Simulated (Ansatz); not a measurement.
The relaxed structure here is a generated cell of ZrS2: the first start was made by placing the elements on the sites of a structure type, and the end was not matched to a known phase here, so it may be hypothetical. Known forms of ZrS2 include space group No. 164.

A structure of ZrS$_{2}$ relaxed with PBEsol (plane waves to 420 eV, PAW, scalar-relativistic; Ansatz, a quantum-chemistry and plane-wave program); single points at other levels follow on the same geometry (Ansatz, PAW; HSE06 at 420 eV on a 4×4×6 k-mesh; no spin-orbit coupling). Space group P4₂/mnm (No. 136).

```xyz
6
Lattice="6.0821 0.0000 0.0000 0.0000 6.0821 0.0000 0.0000 0.0000 3.6723" Properties=species:S:1:pos:R:3 pbc="T T T"
Zr     0.0000     0.0000     0.0000
Zr     3.0410     3.0410     1.8361
S      1.8306     1.8306     0.0000
S      4.8716     1.2105     1.8361
S      1.2105     4.8716     1.8361
S      4.2515     4.2515     0.0000
```

| level | gap (eV) | kind | conduction minimum |
|---|---|---|---|
| PBEsol | 0.32 | indirect | Γ |
| HSE06 | ? | – | ? |

Task: What belongs in the gaps?

Result: 
- HSE06, gap (eV): 1.10
- HSE06, conduction minimum: Γ

HSE06 gaps come from a coarse mesh plus a few chosen points, so they may be too large. No spin polarisation in the result.

The run could not lose the symmetry of its start, so the end can be a saddle point.
